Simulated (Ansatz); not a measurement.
# How far is PAW off for Bi?

```yaml
crystal:
  lattice:
    - [3.33628, -3.05540, 0.00000]
    - [3.33628, 3.05540, 0.00000]
    - [-1.15098, 0.00000, 3.09291]
  atoms:
    - { symbol: Bi, position: [0.25180, 0.25180, 0.14900] }
    - { symbol: Bi, position: [0.74820, 0.74820, 0.85100] }
```

Atoms are numbered in the order listed.

Structure: COD 8100521, as refined from experiment and not relaxed.

No spin–orbit coupling, which matters for the heavy atoms here.

Levels of theory: DFT, PBEsol, PAW with Ansatz's default frozen-core files, scalar-relativistic (Ansatz 0.2.0); DFT, PBEsol, all-electron PAW with datasets made for the crystal, scalar-relativistic (Ansatz 0.2.0); DFT, PBEsol, all-electron LAPW, scalar-relativistic (Ansatz 0.2.0).

For PAW: a Γ-centred 8×8×11 k mesh, Fermi–Dirac smearing of 0.05 eV, cutoff 420 eV, no spin polarisation; the PAW files were made with PBE, and the program remakes their frozen cores for this functional. The crystal-made all-electron datasets (AE datasets) take a cutoff of 260 eV at this cell. LAPW targets a basis error of 0.25 meV/atom. The Ansatz runs share mesh, smearing and spin set-up. Plane-wave (PAW) pressures include the program's estimate of the Pulay term.

Stress and pressure are positive in compression.

No spin–orbit coupling: at heavy atoms the gradients can be off by tens of per cent for that reason.

In a metal, gradients converge slowly with the k mesh: the values move by tens of per cent from one mesh to another, at times in sign, so only the comparison on one mesh counts.

Levels count from the Fermi level.

```csv
quantity,PAW,AE datasets,LAPW
pressure (GPa),1.20,1.22,1.22
stress xx (GPa),1.84,1.86,1.86
stress yy (GPa),0.37,0.40,0.40
stress zz (GPa),1.39,1.41,1.41
stress xz (GPa),-0.16,-0.16,-0.16
"force on Bi1, z (eV/Å)",-0.060,-0.060,-0.060
highest filled level at Y2 (eV),-5.338,-5.337,-5.338
lowest empty level at Y2 (eV),3.309,3.309,3.309
highest filled level at Γ (eV),-3.017,-3.018,-3.018
lowest empty level at Γ (eV),2.681,2.682,2.682
highest filled level at A (eV),-1.627,-1.627,-1.627
lowest empty level at A (eV),1.364,1.363,1.363
field gradient Vzz at Bi1 (10²¹ V/m²),-12.25,-12.30,–
```
